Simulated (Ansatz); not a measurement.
Se (Fd-3m), stationary points along a deformation path

Level of theory: DFT LDA, scalar-relativistic, plane waves, PAW in Ansatz. Settings: plane waves to 420 eV, k-mesh 14×14×14 (Γ-centred), Gaussian smearing 0.15 eV. No spin polarisation. Energies are free energies at this smearing, counted from the undisturbed cell; pressure is positive in compression.

The undisturbed cell (as given, not relaxed at this level; it stands at -1.7 GPa; this diamond-type form isn't the usual structure):

```yaml
crystal:
  lattice:
    - [0.00000, 3.12557, 3.12557]
    - [3.12557, 0.00000, 3.12557]
    - [3.12557, 3.12557, 0.00000]
  atoms:
    - { symbol: Se, position: [0.50000, 0.50000, 0.50000] }
    - { symbol: Se, position: [0.75000, 0.75000, 0.75000] }
```

At fixed volume and fractional coordinates, lengths along (0.000, 0.000, 1.000) are scaled against those across it; ρ is that ratio over its starting value. V = 30.534 Å³/atom. Δσ is the stress along the axis less the mean stress across it (compression positive).

```csv
ρ,ΔE (meV/atom),Δσ (GPa),space group
0.707,-75.3,-1.86,I4_1/amd
0.780,-47.7,-2.35,I4_1/amd
0.850,-23.7,-1.98,I4_1/amd
0.920,-6.9,-1.25,I4_1/amd
1.000,0.0,0.00,Fd-3m
1.200,-32.0,2.41,I4_1/amd
1.300,-55.8,1.97,I4_1/amd
1.414,-66.8,-0.21,I4_1/amd
```

How does the stress give the slope of the energy, and where is the energy stationary?

Along the path d ln(length) is 2/3 d ln ρ on the axis and −1/3 d ln ρ across it, so dE/d ln ρ = −(2/3) V Δσ: the energy falls with ρ where Δσ is positive. Δσ vanishes or changes sign at ρ = 1.000 (Fd-3m), a maximum at 0.0 meV/atom; between ρ = 1.300 and 1.414, a minimum (near 1.40 by linear interpolation). Pairs of stationary points between two samples would go unseen, and could change a minimum read from distant neighbours into a maximum. At ρ = 1.000 the cell is cubic, where symmetry alone makes the stress isotropic and the slope zero.

Integrate that slope from ρ = 1 to 0.780 by the trapezoid rule.

With V/N in Å³ and 1 eV/Å³ = 160.2 GPa the slopes at ρ = 1.000, 0.920, 0.850, 0.780 are 0, 159, 251, 298 meV/atom per unit of ln ρ. The steps add (-6.6) + (-16.2) + (-23.6) = -46.5 meV/atom, against -47.7 from the energies; the trapezoid rule misses the curvature of the slope within each step.

Is the start the lowest point of the path?

No: ρ = 0.707 lies 75.3 meV/atom lower, with no sampled rise above the start on the way. Volume and inner coordinates are held, so a relaxed structure there would lie lower still.

In a metal these slopes depend on the k mesh and the smearing.